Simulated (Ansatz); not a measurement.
One stationary structure of CuI. Space group F-43m (No. 216), zinc blende type. Calculation: PBE (plane waves to 420 eV, PAW, scalar-relativistic; Ansatz, a quantum-chemistry and plane-wave program).

```cif
data_Cu4I4
_chemical_formula_sum 'Cu4 I4'
_space_group_name_H-M_alt 'F-43m'
_space_group_IT_number 216
_space_group_name_Hall 'F -4 2 3'
_cell_length_a 6.07910
_cell_length_b 6.07910
_cell_length_c 6.07910
_cell_angle_alpha 90.000
_cell_angle_beta 90.000
_cell_angle_gamma 90.000
loop_
_atom_site_label
_atom_site_type_symbol
_atom_site_symmetry_multiplicity
_atom_site_Wyckoff_symbol
_atom_site_fract_x
_atom_site_fract_y
_atom_site_fract_z
_atom_site_occupancy
Cu1 Cu 4 d 0.75000 0.75000 0.75000 1
I1 I 4 b 0.50000 0.50000 0.50000 1
```
(The calculation used a cell of 2 atoms; values per cell refer to that cell.)

**Question.** What is the computed band gap (PBE)?

**Answer.** 1.10 eV, direct at Γ (no spin-orbit coupling).

No spin polarisation in the result. Spin-orbit coupling is missing; with elements this heavy it can move band edges by tenths of an eV or more.

Measured for CuI: a 6.053 Å (as listed in arXiv:2305.18931). Computed minus measured — a: PBE +0.4 %. The computed values are for a static lattice.

The run could not lose the symmetry of its start.
